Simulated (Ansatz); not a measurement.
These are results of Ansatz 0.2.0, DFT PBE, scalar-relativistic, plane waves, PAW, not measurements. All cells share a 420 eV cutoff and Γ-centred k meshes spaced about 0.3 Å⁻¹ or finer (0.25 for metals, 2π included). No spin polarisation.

All energies are static (0 K, no zero-point motion).

Compare these two cells of Si2SnB3, each relaxed at this level.

1.

```
Si Sn B
1.0
     2.94014    0.00000    0.00000
     0.00000    3.21150    0.00000
     0.00000    0.00000    8.33601
Si Sn B
2 1 3
Cartesian
  1.4701 0.0000 7.9097
  0.0000 0.0000 3.0910
  1.4701 1.6058 5.3420
  0.0000 1.6058 1.7616
  0.0000 1.6058 0.0545
  1.4701 1.6058 2.6813
```

2.

```
Si Sn B
1.0
     3.46428    0.00000    0.00000
    -1.73214    3.00015    0.00000
     0.00000    0.00000    8.48689
Si Sn B
2 1 3
Direct
  0.33333 0.66667 0.33792
  0.66667 0.33333 0.64502
  0.00000 0.00000 0.01381
  0.00000 0.00000 0.28359
  0.66667 0.33333 0.88020
  0.33333 0.66667 0.58946
```

**Question.** Which would you expect to be lower, and how large is the difference?

**Answer.** Cell 2 is lower, by 10 meV/atom. Cell 1 has space group Pmm2 (No. 25), 13.1 Å³/atom and no gap on its mesh; cell 2 has space group P3m1 (No. 156), 14.7 Å³/atom and no gap. Counting B atoms around Si and Sn (those within 1.25 times the shortest such distance or 1.15 times the sum of covalent radii; the shortest distance is added where it is long for a bond; a slash parts the counts of unlike sites), cell 1 has Si 4/6, Sn 1 from 2.7 Å and cell 2 has Si 4, Sn 4. Cell 1 holds B–B chains (shortest 1.71 Å); in cell 2 the shortest B–B distance is 3.18 Å. The lower one is the more open, so pressure narrows the difference. Even the lower one lies +0.53 eV/atom against the reference forms of the elements (uncorrected), so neither is stable at this level. In cell 1, Si on its first site is surrounded by 4 B at 2.23 Å, 2 Si at 2.94 Å and 2 Sn at 3.03 Å; Sn has 1 B at 2.66 Å, 2 Sn at 2.94 Å, 6 Si at 3.03–3.13 Å, 2 Sn at 3.21 Å and 2 B at 3.38 Å; B on its first site is surrounded by 3 B at 1.71–1.73 Å and 2 Si at 2.08 Å; 3 more sites not described. In cell 2, Si on its first site has 4 B at 2.05–2.13 Å; Sn is surrounded by 4 B at 2.29–2.30 Å; B on its first site is surrounded by 3 Si at 2.05 Å and 1 Sn at 2.29 Å; 3 more sites not described. Both come from trial cells of a structure search, whose lowest cell (Cmm2, 13.9 Å³/atom) lies 104 meV/atom below the lower of the two.

For metals, differences of a few meV/atom aren't resolved. Cells relaxed within their symmetry can be saddle points. Some candidate types were left out of the draw beforehand, so a known form may be missing.
